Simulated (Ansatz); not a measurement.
## Deforming ZrZn

```yaml
crystal:
  lattice:
    - [3.33600, 0.00000, 0.00000]
    - [0.00000, 3.33600, 0.00000]
    - [0.00000, 0.00000, 3.33600]
  atoms:
    - { symbol: Zr, position: [0.50000, 0.50000, 0.50000] }
    - { symbol: Zn, position: [0.00000, 0.00000, 0.00000] }
```

Atoms are numbered in the order listed.

The cell comes from COD entry 1540230, which wasn't checked; take it as a given geometry.

Computed with DFT, PBEsol, all-electron LAPW, scalar-relativistic (Ansatz 0.2.0).

Settings: a Γ-centred 10×10×10 k mesh, Fermi–Dirac smearing of 0.08 eV, basis error target 0.5 meV/atom, no spin polarisation.

The unchanged cell is at -4.25 GPa.

In a metal, stresses and small energies carry noise from the k mesh.

x, y and z are the Cartesian axes of the cell as listed; fractional coordinates follow a strain, and an engineering shear is twice the off-diagonal strain component.

With equal xy, yz and zx engineering shear strains of -2 %: energy change +5 meV/atom; stress change (xx, yy, zz, yz, xz, xy) 0.11, 0.11, 0.11, 1.48, 1.48, 1.48 GPa, compression positive.

**Question.** With this change (equal xy, yz and zx engineering shear strains of -1 %), what becomes of the energy and stress?

**Answer.** Energy change +1 meV/atom; stress change (xx, yy, zz, yz, xz, xy) 0.03, 0.03, 0.03, 0.71, 0.71, 0.71 GPa, compression positive.

**Question.** With this change (equal xy, yz and zx engineering shear strains of +1 %), what becomes of the energy and stress?

**Answer.** Energy change +1 meV/atom; stress change (xx, yy, zz, yz, xz, xy) 0.03, 0.03, 0.03, -0.65, -0.65, -0.65 GPa, compression positive.

**Question.** With this change (equal xy, yz and zx engineering shear strains of +2 %), what becomes of the energy and stress?

**Answer.** Energy change +4 meV/atom; stress change (xx, yy, zz, yz, xz, xy) 0.10, 0.10, 0.10, -1.24, -1.24, -1.24 GPa, compression positive.
